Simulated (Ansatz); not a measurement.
TiSi in space group Cmmm (No. 65; Ti on 2b, Si on 2d) at seven volumes, PBEsol in the plane-wave PAW code Ansatz, shape and atoms relaxed at each. One row is withheld.

```json
[
 {"V (Å³/atom)": "12.855", "P (GPa)": "16.30"},
 {"V (Å³/atom)": "13.279", "P (GPa)": "10.15"},
 {"V (Å³/atom)": "13.703", "P (GPa)": "4.70"},
 {"V (Å³/atom)": "14.127", "P (GPa)": "0.00"},
 {"V (Å³/atom)": "14.550", "P (GPa)": "-3.81"},
 {"V (Å³/atom)": "14.974", "P (GPa)": "-7.05"},
 {"V (Å³/atom)": "15.398", "P (GPa)": "?"}
]
```

Q: Fit the shown pressures and predict the withheld one.

A: P = (3/2)B₀(x^(7/2) − x^(5/2))[1 + (3/4)(B′ − 4)(x − 1)] with x = (V₀/V)^(2/3). Least squares on the six rows gives V₀ = 14.137 Å³/atom, B₀ = 140 GPa, B′ = 4.33. At V = 15.398, x = 0.9446 and P = -9.95 GPa. The run itself gave -9.80 GPa.

The first step of the workflow began from a Materials Project structure, measured or hypothetical; the Crystallography Open Database copy checked does not list it. COD files the formula under space group No. 25, so this cell is another polymorph or a model. Its standing as an ambient phase is unchecked. The cell was relaxed with PBEsol under the symmetry of its start; of distortions, only those at the zone centre were tested. No spin polarisation was allowed.

Potentials: the later of the program's two PAW sets.
